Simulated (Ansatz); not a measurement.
**Single point on CCl**

This is CCl placed on the sites of a simple cubic array of dimers (box 2.5 bond lengths wide) (a generated, not necessarily known, phase), then sheared and rattled, expanded.

Method: DFT, PBE, all-electron full-potential LAPW, scalar-relativistic, point nucleus in Ansatz 0.2 development build. Occupations are Fermi–Dirac at 0.15 eV on a coarse k-mesh, 2×2×2 (shift 0.5, 0.5, 0.5 mesh steps); the results hold for that mesh. For a metal, stress, forces and moments on so few k-points can be far from the converged ones. Spin-restricted. The cell's electron count is odd, so a run with spin could end lower. Atoms are numbered as listed.

Extended XYZ with forces in eV/Å (energy in eV, pressure in GPa):

```xyz
2
Lattice="4.4943 -0.0708 0.0239 -0.0708 4.4200 -0.1414 0.0239 -0.1414 4.4343" Properties=species:S:1:pos:R:3:forces:R:3 pbc="T T T" free_energy=-13590.2350 pressure=-1.76
Cl    1.6887    2.1315    0.2400    1.0029    0.8480    1.0959
C     2.7016    2.9980    1.3322   -1.0030   -0.8480   -1.0959
```

Stress tensor (GPa, compression positive):
```
-1.81 -1.64 -2.09
-1.64 -1.42 -1.82
-2.09 -1.82 -2.05
```
